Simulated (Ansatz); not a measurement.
Values for one crystal, relaxed and computed with DFT-r²SCAN in the program Ansatz with PAW potentials; other levels are named.

Volume per atom: 20.70 Å³
Electronic character: metallic (no gap)
Formation energy from the elements (no fitted shifts): -0.75 eV/atom
Density of states at the Fermi level: 0.56 states/eV per atom (mean over ±0.08 eV)

**Question.** Pick the material that matches.
A. YTiSi, P4/nmm (Y on 2c, Ti on 2a, Si on 2c)
B. ZrSi2, Cmcm (Si on 4c, Si on 4c, Zr on 4c)
C. YSiRu, Pnma (Y on 4c, Si on 4c, Ru on 4c)
D. HfGeTe, P4/nmm (Hf on 2c, Ge on 2a, Te on 2c)

**Answer.** A, YTiSi, P4/nmm (Y on 2c, Ti on 2a, Si on 2c)

The workflow started from a Materials Project entry (that database holds measured and hypothetical structures alike); the Crystallography Open Database copy checked does not list it. Whether it is the stable phase at ambient conditions was not checked. The cell was relaxed with r²SCAN under the symmetry of its start; its stability against distortions is not shown here. The final state is ferromagnetic, chosen from 2 collinear starts compared on coarse meshes (ties went to the first, and starts can fall back to one state), not a proven ground state. Other orbital occupations within this spin state were not tried. The references are the lowest solids computed at this level, not always the standard phases. Spin–orbit coupling is left out wherever it is not named.

Potentials: the later of the program's two PAW sets.
